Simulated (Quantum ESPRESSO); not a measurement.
# Planted mistakes on one cell of TaHf2TiO7N

Calculated results; nothing here was measured. They come from pw.x of Quantum ESPRESSO 7.5, a plane-wave density functional program, with PseudoDojo standard norm-conserving files (v0.5 for PBE, v0.4.1 for LDA and PBEsol). The cells are made up: elements, strain and atom displacements were drawn at random, and nothing was relaxed. There is no spin polarisation, spin-orbit coupling or dispersion term.

The hafnium file is less sure than the others, with forces about 3 percent (worst 6) and pressure in oxides about 1.5 GPa (worst 2.7) from a second method in checks, which no rerun with the same files tests.

The cell has 12 sites of a fluorite lattice. Sites 1 to 4 hold Ta Hf Hf Ti; sites 5 to 12 hold O O O O O O O N. Cell vectors in Å: (4.993, 0.000, 0.000); (0.000, 4.993, 0.000); (0.000, 0.000, 4.993). Settings: PBE, cutoff 1143 eV, 5 x 5 x 5 k mesh shifted by half a step, Fermi-Dirac smearing of 0.025 eV.

The intended run has a self-consistency threshold of 1e-07 eV, a smearing term of 0.000 eV, a pressure of 3.53 GPa and 17 iterations. Each further run changes one thing: all lengths scaled by 0.9813; atoms of sites 10 and 12 exchanged; cutoff 650 eV; files of LDA; k mesh 1 x 1 x 1; one electron removed; smearing 0.71 eV; threshold 0.2 eV. A coarse mesh keeps the shift, and a charged cell sits in a uniform background.

| run | change of free energy (eV) | smearing term -TS (eV) | change of P (GPa) | largest change of a force component (eV/Å) | iterations |
| --- | --- | --- | --- | --- | --- |
| A | 0.058 | 0.000 | -3.83 | 0.137 | 7 |
| B | -0.059 | 0.000 | 0.06 | 3.148 | 17 |
| C | 7.208 | 0.000 | -42.18 | 0.144 | 16 |
| D | -12.932 | -0.013 | -22.55 | 1.291 | 20 |
| E | 0.178 | 0.000 | -17.19 | 0.209 | 17 |
| F | 0.503 | 0.000 | 17.18 | 0.421 | 17 |
| G | -1.654 | -4.682 | 4.31 | 1.258 | 16 |
| H | -2.617 | 0.000 | -0.28 | 1.431 | 21 |

A rerun of the intended cell at 1437 eV and k mesh 7 x 7 x 7 moved values by no more than 0.003 eV in the cell's energy, 0.04 GPa in stress and 0.003 eV/Å in force.

Question: which change belongs to which run?

## Worked reading

Run A has the fewest iterations, as a run stopped early does. Run G has the largest smearing term, as wide smearing gives. Run C has a higher energy and the largest fall in pressure, as too small a basis gives. Run F changes the volume by a factor of 0.9449; minus its pressure change over the logarithm of that factor, 303 GPa, is a rough bulk modulus with clamped atoms. Energies from files of another functional, or of a charged cell, have another zero and say nothing on stability; the pressure of a charged cell rests on the program's zero of potential too.

## Key

```
run                              change
  A                    threshold 0.2 eV
  B  atoms of sites 10 and 12 exchanged
  C                       cutoff 650 eV
  D                one electron removed
  E                        files of LDA
  F        all lengths scaled by 0.9813
  G                    smearing 0.71 eV
  H                    k mesh 1 x 1 x 1
```